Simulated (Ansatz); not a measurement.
Cu Kα1 powder pattern (kinematic, no thermal factors).
| 2θ (°) | relative intensity |
| --- | --- |
| 10.25 | 22 |
| 17.21 | 4 |
| 20.58 | 1 |
| 24.86 | 19 |
| 25.57 | 4 |
| 27.61 | 30 |
| 27.77 | 18 |
| 29.68 | 6 |
| 30.98 | 6 |
| 33.05 | 1 |
| 34.15 | 23 |
| 34.82 | 9 |
| 35.96 | 41 |
| 38.11 | 31 |
| 39.57 | 85 |
| 41.87 | 6 |
| 43.15 | 100 |
| 43.55 | 8 |
| 43.70 | 10 |
| 44.29 | 33 |
| 47.40 | 40 |
| 49.97 | 1 |
| 51.18 | 6 |
| 51.84 | 4 |
| 52.53 | 29 |
| 53.34 | 2 |
| 53.68 | 1 |
| 54.62 | 2 |
| 55.10 | 2 |
| 57.38 | 1 |
| 58.45 | 3 |
| 58.96 | 4 |
| 60.05 | 3 |
| 60.46 | 4 |
| 60.94 | 6 |
| 60.96 | 5 |
| 61.50 | 2 |
| 61.62 | 8 |
| 61.69 | 3 |
| 63.82 | 2 |
| 64.16 | 8 |
| 64.58 | 3 |
| 64.82 | 5 |
| 64.83 | 8 |
| 66.70 | 1 |
| 67.18 | 14 |
| 67.20 | 3 |
| 69.33 | 3 |
| 70.54 | 4 |
| 71.09 | 16 |
| 71.93 | 4 |
| 72.69 | 2 |
| 73.43 | 21 |
| 73.52 | 2 |
| 75.89 | 8 |
| 77.52 | 2 |
| 77.75 | 1 |
| 78.15 | 1 |
| 79.10 | 1 |
| 79.29 | 3 |
| 79.60 | 1 |
| 80.44 | 12 |
| 81.52 | 1 |
| 82.45 | 2 |
| 83.11 | 10 |
| 83.22 | 1 |
| 84.11 | 1 |
| 84.11 | 2 |
| 84.60 | 5 |
| 84.62 | 4 |
| 84.77 | 3 |
| 85.21 | 7 |
| 86.09 | 3 |
| 87.58 | 11 |
| 87.81 | 7 |
| 88.07 | 4 |
| 88.51 | 3 |
| 89.73 | 5 |
| 89.80 | 3 |

The pattern is computed from a structure relaxed with DFT PBE, scalar-relativistic, plane waves, PAW in Ansatz. No spin polarisation. Its elements are Ge, Mo, W.

Question: Give the structure.

Answer: Ge4MoW.
Space group Pmc2_1 (No. 26). a = 3.481 Å, b = 8.623 Å, c = 6.419 Å, α = 90.00°, β = 90.00°, γ = 90.00°
```json
{"atom": "Ge", "site": "2b", "symmetry": "m..", "x": "0.5000", "y": "0.2901", "z": "0.1354"}
{"atom": "Ge", "site": "2a", "symmetry": "m..", "x": "0.0000", "y": "0.7918", "z": "0.3652"}
{"atom": "Ge", "site": "2b", "symmetry": "m..", "x": "0.5000", "y": "0.8825", "z": "0.0615"}
{"atom": "Ge", "site": "2a", "symmetry": "m..", "x": "0.0000", "y": "0.3825", "z": "0.4375"}
{"atom": "Mo", "site": "2a", "symmetry": "m..", "x": "0.0000", "y": "0.9206", "z": "0.7502"}
{"atom": "W", "site": "2b", "symmetry": "m..", "x": "0.5000", "y": "0.4209", "z": "0.7501"}
```

A pattern alone doesn't exclude other cells with like lines; this is the one computed.

The cell was found from a structure generator's guess, not taken from experiment.
